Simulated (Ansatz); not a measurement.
Na, DFT, PBEsol, PAW with Ansatz's default frozen-core files, scalar-relativistic (Ansatz 0.2.0), run on 1 thread of Arm Neoverse V1 on a shared host.

The structure is an experimental refinement, used without relaxation. The listed cell was then made from it by scaling, straining or moving an atom.

Command: `ansatz run input.yaml --threads 1 --pin off --max-ram 3072MiB --backend cpu --events-out ev --progress --plain --runs-dir out`

```yaml
crystal:
  lattice:
    - [-2.181025, 2.181025, 2.1175]
    - [2.181025, -2.181025, 2.1175]
    - [2.181025, 2.181025, -2.1175]
  atoms:
    - { symbol: Na, position: [0.0, 0.0, 0.0] }
kpoints:
  mp_grid: { grid: [12, 12, 12] }
scf:
  occupations: { method: fermi_dirac, width: 0.05 }
hamiltonian:
  xc: pbesol
  pseudopotentials: { kind: paw }
output:
  forces: true
  stress: true
  eigenvalues: true
  efg: { contact_densities: true }
```

How large is the problem that the program sets up?

163 irreducible k-points, 783 plane waves at Γ, 9 bands.

Estimate the wall time and the peak memory.

3.4 s of wall time for 6 SCF iterations, with a peak of 0.33 GiB. Times on shared machines scatter by tens of per cent.

And the same cell and mesh by all-electron PAW (datasets made for this crystal), asked for forces, stress, eigenvalues, efg, on the same hardware?

6.7 s, peak memory 0.3 GiB.
